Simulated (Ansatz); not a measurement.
Cu Kα1 powder pattern (kinematic, no thermal factors).
2θ (°) (relative intensity): 11.73 (6), 17.64 (3), 22.16 (76), 22.94 (8), 23.59 (49), 25.15 (100), 28.47 (6), 32.59 (36), 37.30 (4), 38.89 (66), 39.37 (2), 40.76 (2), 42.44 (68), 43.00 (2), 45.22 (11), 45.63 (1), 45.99 (48), 46.88 (18), 48.27 (2), 48.90 (1), 51.62 (10), 53.72 (3), 54.98 (1), 58.91 (25), 59.80 (1), 61.13 (9), 61.47 (1), 62.49 (15), 63.64 (6), 64.17 (1), 66.19 (18), 66.47 (9), 68.28 (2), 69.38 (1), 70.43 (11), 72.86 (27), 75.44 (11), 75.66 (2), 79.51 (10), 79.99 (2), 81.46 (2), 83.49 (7), 87.74 (3), 88.29 (8), 88.51 (7), 88.94 (6), 89.96 (3)

The pattern is computed from a structure relaxed with Ansatz 0.2.0, DFT PBE, scalar-relativistic, plane waves, PAW. No spin polarisation. Its elements are Cd, Mg, Te.

Problem. Give the structure.

Solution. Mg$_{3}$CdTe$_{4}$.
Space group P3m1 (No. 156). a = 4.628 Å, b = 4.628 Å, c = 15.072 Å, α = 90.00°, β = 90.00°, γ = 120.00°
```json
{"atom": "Mg", "site": "1c", "symmetry": "3m.", "x": "0.6667", "y": "0.3333", "z": "0.4958"}
{"atom": "Mg", "site": "1c", "symmetry": "3m.", "x": "0.6667", "y": "0.3333", "z": "0.9999"}
{"atom": "Mg", "site": "1a", "symmetry": "3m.", "x": "0.0000", "y": "0.0000", "z": "0.2481"}
{"atom": "Cd", "site": "1a", "symmetry": "3m.", "x": "0.0000", "y": "0.0000", "z": "0.7499"}
{"atom": "Te", "site": "1c", "symmetry": "3m.", "x": "0.6667", "y": "0.3333", "z": "0.1874"}
{"atom": "Te", "site": "1c", "symmetry": "3m.", "x": "0.6667", "y": "0.3333", "z": "0.6834"}
{"atom": "Te", "site": "1a", "symmetry": "3m.", "x": "0.0000", "y": "0.0000", "z": "0.4354"}
{"atom": "Te", "site": "1a", "symmetry": "3m.", "x": "0.0000", "y": "0.0000", "z": "0.9400"}
```

A pattern alone doesn't exclude other cells with like lines; this is the one computed.

It was reached by relaxing an invented guess, and it needn't be the stable form of this composition.
